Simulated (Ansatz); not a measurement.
**MnAs, one structure, two calculations**

Cell: an entry of the Crystallography Open Database (COD; perhaps a calculated or model structure), whose atoms a relaxation with PBE at fixed cell left in place.

```
Mn As
1.0
     3.71000    0.00000    0.00000
    -1.85500    3.21295    0.00000
     0.00000    0.00000    5.69100
Mn As
2 2
Direct
  0.00000 0.00000 0.00000
  0.00000 0.00000 0.50000
  0.33333 0.66667 0.25000
  0.66667 0.33333 0.75000
```

Sites (sets of like atoms) are named by element and the number of their first atom in this list.

First run. Level of theory: DFT, PBE, plane waves and PAW, scalar-relativistic, collinear spin, 420 eV cutoff, Γ-centred 10×10×6 k-points, Fermi–Dirac smearing 0.05 eV (Ansatz 0.2.0). Start moments as typed (μB): 4 on each Mn, none on the rest.

```csv
site,atom,V_zz (10²¹ V/m²),η,m (μB)
Mn,1,-4.14,0.00,3.15
As,3,1.28,0.00,-0.12
```

Second run. The same atoms and settings, except that the functional is r2SCAN and the cutoff is 500 eV.

Task: Given the first result, estimate the second.

Result: 

```json
{"site": "Mn", "atom": "1", "V_zz": "-2.88", "η": "0.00", "change of V_zz": "+1.26", "m (μB)": "3.66"}
{"site": "As", "atom": "3", "V_zz": "1.50", "η": "0.00", "change of V_zz": "+0.22", "m (μB)": "-0.16"}
```

The largest change of V_zz is on Mn, from -4.14 to -2.88. In per cent, |V_zz| changes by -30 on Mn (all sites that start above 2). The absolute magnetisation of the cell goes from 7.0 to 8.2 μB.

With no gap above 0.1 eV, as in a metal, the gradients converge slowly in k; expect changes of a tenth or more on a denser mesh. The magnetic order is the one that the run reached from its start moments, not necessarily the measured one.
For the first run: At this cell the principal stresses reach 5 GPa in size with PBE, which can matter for small gradients.
For the second run: The program didn't check the stability of this electronic state in full, so a lower one may lie near.
